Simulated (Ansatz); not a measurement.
**Does relaxation matter for the field gradients of NaF with Se replacing F?**

Start: a supercell of NaF (rock salt type, Fm-3m) built from a COD entry, with all atoms left at the host's positions.

```cif
data_Na27SeF26
_symmetry_space_group_name_H-M 'Fm-3m'
_symmetry_Int_Tables_number 225
_cell_length_a 13.9200
_cell_length_b 13.9200
_cell_length_c 13.9200
_cell_angle_alpha 90.000
_cell_angle_beta 90.000
_cell_angle_gamma 90.000
loop_
_atom_site_label
_atom_site_type_symbol
_atom_site_symmetry_multiplicity
_atom_site_Wyckoff_symbol
_atom_site_fract_x
_atom_site_fract_y
_atom_site_fract_z
Na1 Na 32 f 0.3333 0.8333 0.8333
Na2 Na 24 e 0.5000 0.0000 0.8333
Na6 Na 48 h 0.8333 0.1667 0.0000
Na27 Na 4 a 0.0000 0.5000 0.5000
Se Se 4 b 0.5000 0.0000 0.0000
F29 F 48 i 0.6667 0.1667 0.0000
F32 F 32 f 0.8333 0.1667 0.1667
F42 F 24 e 0.0000 0.5000 0.3333
```

One atom of each set is listed; the run and its k-mesh use a cell of 54 atoms with edges of 9.84, 9.84, 9.84 Å.

Computed with Ansatz: DFT, PBE, plane waves and PAW, scalar-relativistic, collinear spin, 420 eV cutoff, Γ-centred 3×3×3 k-points, Fermi–Dirac smearing 0.01 eV. Start moments as typed (μB): 1 on each Se, none on the rest.

The largest force at the start is 2.7 eV/Å. Relaxing the ions at fixed cell moves them by 0.268 Å at most (atom 5, Na) and 0.098 Å rms.

```tsv
site	moved (Å)	first shell before	first shell after	V_zz before (10²¹ V/m²)	η before
Na1	0.008	6 F at 2.32 Å	6 F at 2.32–2.33 Å	-0.016	0.00
Na2	0.268	5 F at 2.32 Å, 1 Se at 2.32 Å	5 F at 2.14–2.37 Å, 1 Se at 2.59 Å	-0.76	0.00
Na6	0.003	6 F at 2.32 Å	6 F at 2.28–2.32 Å	<0.005	–
Se	0.000	6 Na at 2.32 Å	6 Na at 2.59 Å	0.00	–
F29	0.062	6 Na at 2.32 Å	6 Na at 2.28–2.37 Å	0.21	0.11
F32	0.010	6 Na at 2.32 Å	6 Na at 2.31–2.33 Å	<0.005	–
F42	0.084	6 Na at 2.32 Å	6 Na at 2.14–2.32 Å	-0.009	0.00
```

Problem. How do the gradients change?

Solution. 

| site | V_zz after | η after | change of V_zz |
| --- | --- | --- | --- |
| Na1 | 0.062 | 0.00 | +0.08 |
| Na2 | -1.18 | 0.00 | -0.42 |
| Na6 | -0.31 | 0.91 | -0.31 |
| Se | 0.00 | – | 0.00 |
| F29 | 0.80 | 0.94 | – |
| F32 | 0.089 | 0.00 | +0.09 |
| F42 | -0.65 | 0.00 | -0.64 |

The largest change of V_zz along a kept axis is on F42, from -0.009 to -0.65. On F29 the largest principal value lies along another axis in the second run, so the two V_zz can't be compared directly. Other sites without a gradient aren't listed.

The defect repeats with the cell of 54 atoms, so it feels its images: sites between two images don't show the values beside a lone defect, and zeros or small values of η there can come from the images' arrangement. The defect cell has no gap above 0.1 eV on its mesh, so the values can hang on the smearing and the k-mesh.
Before: The cell keeps the host's lattice, where the PBE pressure is 5 GPa. The neighbours have not yet relaxed around the defect (largest force 2.7 eV/Å), so a real crystal will differ.
After: The relaxation keeps the site symmetry m-3m of the start, so the impurity can't leave its site; a distortion that would localise the partly filled state isn't explored.
